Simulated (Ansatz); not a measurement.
All numbers below come from Ansatz 0.2.0, DFT PBE, scalar-relativistic, plane waves, PAW. All cells share a 420 eV cutoff and Γ-centred k meshes spaced at most about 0.3 Å⁻¹ (about 0.25 or finer for metals, 2π included). Collinear spin in cells that started with moments and kept them past the coarse steps, no spin elsewhere.

Temperature and zero-point effects are left out. All come from trial cells, and lower structures may exist.

Question: Which of these relaxed structures of Sc₂InN₃ is the lowest in energy?
A.

```xyz
6
Lattice="2.9495 1.7029 3.0850 -2.9495 1.7029 3.0850 0.0000 -3.4058 3.0850" Properties=species:S:1:pos:R:3 pbc="T T T"
Sc    0.0000    0.0000    6.5519
Sc    0.0000    0.0000    2.7030
In    0.0000    0.0000    0.0000
N    -1.4748    0.8515    1.5425
N     1.4748    0.8515    1.5425
N     0.0000   -1.7029    1.5425
```

B.

```xyz
6
Lattice="5.6874 0.0000 0.0000 -2.8437 4.9254 0.0000 0.0000 0.0000 2.9857" Properties=species:S:1:pos:R:3 pbc="T T T"
Sc    0.0000    3.2836    1.4928
Sc    2.8437    1.6418    1.4928
In    0.0000    0.0000    1.4928
N    -1.4218    2.4627    0.0000
N     2.8437    0.0000    0.0000
N     1.4218    2.4627    0.0000
```

C.

```xyz
6
Lattice="3.2511 0.0000 0.0000 -1.6255 2.8155 0.0000 0.0000 0.0000 7.8600" Properties=species:S:1:pos:R:3 pbc="T T T"
Sc    0.0000    1.8770    5.2290
Sc    1.6255    0.9385    2.6311
In    0.0000    0.0000    0.0000
N     0.0000    1.8770    1.3894
N     1.6255    0.9385    6.4706
N     0.0000    0.0000    3.9300
```

Answer: C. It has Sc and In ordered on rock salt sites, space group P-3m1 (No. 164); the next, B, with space group P6/mmm (No. 191), lies 0.65 eV/atom higher. Largest moments: C no spin, B 0.5 μB, A no spin. Counting N atoms around In and Sc (those within 1.25 times the shortest such distance or 1.15 times the sum of covalent radii; the shortest distance is added where it is long for a bond), the lowest has Sc 6, In 6 and the next has Sc 6, In 12 from 3.2 Å.

Another magnetic order may lie lower. Cells relaxed within their symmetry can be saddle points. Some types were kept out of the candidates beforehand, so the set may lack a known form.
